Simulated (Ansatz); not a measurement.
Relaxed-ion elastic tensor of Al2Au (fluorite or antifluorite type, Fm-3m) in GPa (Voigt order), PBEsol (plane waves, PAW; program Ansatz); density 7.71 g/cm³, 18.02 Å³ per atom.

```
 153  96.1  96.1   0.0   0.0   0.0
96.1   153  96.1   0.0   0.0   0.0
96.1  96.1   153   0.0   0.0   0.0
 0.0   0.0   0.0  52.1   0.0   0.0
 0.0   0.0   0.0   0.0  52.1   0.0
 0.0   0.0   0.0   0.0   0.0  52.1
```

Problem. Is the crystal mechanically stable?

Solution. Yes: the smallest eigenvalue of C is 52.1 GPa.

Problem. Work out the Voigt, Reuss and Hill averages.

Solution. K_V = 115, K_R = 115, K_H = 115; G_V = 42.7, G_R = 39.3, G_H = 41.0 GPa.

Problem. Give Young's modulus, Poisson's ratio, Pugh's ratio and the universal anisotropy index.

Solution. E = 9KG/(3K + G) = 110 GPa; ν = 0.34; K/G = 2.81 (ductile by the Pugh limit of 1.75); A_U = 5G_V/G_R + K_V/K_R − 6 = 0.44.

Problem. Estimate the sound speeds and the Debye temperature.

Solution. v_l = √((K + 4G/3)/ρ) = 4690 m/s, v_t = √(G/ρ) = 2310 m/s, mean 2590 m/s; Θ = (h/k)(3n/4πV)^(1/3) v_m = 294 K.

Problem. Give the Zener ratio and Young's modulus along [100], [110] and [111].

Solution. A = 2C44/(C11 − C12) = 1.82; 1/E = S11 − 2(S11 − S12 − S44/2)Γ with Γ = 0, 1/4, 1/3 gives 79.4, 115, 136 GPa.

The cell was relaxed with PBEsol under the symmetry of its start. As this level gives no gap, shear constants depend on the k-mesh and smearing (Fermi–Dirac, 0.1 eV here). Scalar-relativistic: spin–orbit coupling is off unless named, which matters more the heavier the elements.

Potentials: the earlier of the program's two PAW sets. The files were generated under PBE; for other functionals the program regenerates the frozen cores, and for LDA and PBEsol the local potential too.
